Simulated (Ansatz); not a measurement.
Relax this structure to zero stress and force, keeping its symmetry:

```
Sr Fe As
1.0
    -1.95573    1.95573    6.39300
     1.95573   -1.95573    6.39300
     1.95573    1.95573   -6.39300
Sr Fe As
1 2 2
Direct
  0.00000 0.00000 0.00000
  0.25000 0.75000 0.50000
  0.75000 0.25000 0.50000
  0.36801 0.36801 0.00000
  0.63199 0.63199 0.00000
```

The calculation used DFT r2SCAN, scalar-relativistic, plane waves, PAW (Ansatz 0.2.0).

Settings: cutoff 500 eV, Γ-centred mesh 12×12×12 on the computed 5-atom cell, Gaussian smearing of 0.10 eV; collinear spin from starting moments 0 3.29 3.29 0 0 μB.

Q: What does it relax to?

A: The volume rises by 0.01 Å³/atom to 19.57 Å³/atom, and the energy falls by 0.5 meV/atom. The cell ends with a moment of 6.14 μB (only this magnetic start was tried). Final structure:
```cif
data_structure
_symmetry_space_group_name_H-M 'P 1'
_symmetry_Int_Tables_number 1
_cell_length_a 7.0215
_cell_length_b 7.0215
_cell_length_c 7.0215
_cell_angle_alpha 147.817
_cell_angle_beta 147.817
_cell_angle_gamma 46.155
_cell_volume 97.86
loop_
_atom_site_label
_atom_site_type_symbol
_atom_site_fract_x
_atom_site_fract_y
_atom_site_fract_z
_atom_site_occupancy
Sr1 Sr 0.00000 0.00000 0.00000 1
Fe1 Fe 0.25000 0.75000 0.50000 1
Fe2 Fe 0.75000 0.25000 0.50000 1
As1 As 0.36717 0.36717 0.00000 1
As2 As 0.63283 0.63283 0.00000 1
```

The state reached may not be the lowest one. Only parallel moments were tried here.